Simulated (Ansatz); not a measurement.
Computed with DFT PBE, scalar-relativistic, plane waves, PAW (Ansatz). All cells share a 420 eV cutoff and Γ-centred k meshes spaced at most about 0.3 Å⁻¹ (2π included). No spin polarisation in the final relaxations.

All energies are static (0 K, no zero-point motion). All come from trial cells, and lower structures may exist.

Problem. Which of these relaxed structures of SrMgCl4 is the lowest in energy?
A.

Space group P2 (No. 3). a = 5.084 Å, b = 5.063 Å, c = 6.848 Å, α = 90.00°, β = 106.05°, γ = 90.00°
```json
{"atom": "Sr", "site": "1d", "symmetry": "2", "x": "0.5000", "y": "0.5317", "z": "0.5000"}
{"atom": "Mg", "site": "1a", "symmetry": "2", "x": "0.0000", "y": "0.8441", "z": "0.0000"}
{"atom": "Cl", "site": "2e", "symmetry": "1", "x": "0.3868", "y": "0.0251", "z": "0.2360"}
{"atom": "Cl", "site": "2e", "symmetry": "1", "x": "0.1003", "y": "0.5366", "z": "0.7645"}
```

B.

Space group P4/mmm (No. 123). a = 4.720 Å, b = 4.720 Å, c = 6.810 Å, α = 90.00°, β = 90.00°, γ = 90.00°
```csv
atom,site,symmetry,x,y,z
Sr,1d,4/mmm,0.5000,0.5000,0.5000
Mg,1a,4/mmm,0.0000,0.0000,0.0000
Cl,4i,2mm.,0.5000,0.0000,0.2315
```

Solution. A. It has space group P2 (No. 3); the next, B, with Sr and Mg ordered on fluorite sites, space group P4/mmm (No. 123), lies 127 meV/atom higher. Counting Cl atoms around Mg and Sr (those within 1.25 times the shortest such distance or 1.15 times the sum of covalent radii), the lowest has Sr 8, Mg 4 and the next has Sr 8, Mg 8.

Cells relaxed within their symmetry can be saddle points. The P2 cell of SrMgCl4 came from shaking the P4/mmm one. Some candidate types were left out of the draw beforehand, so a known form may be missing.
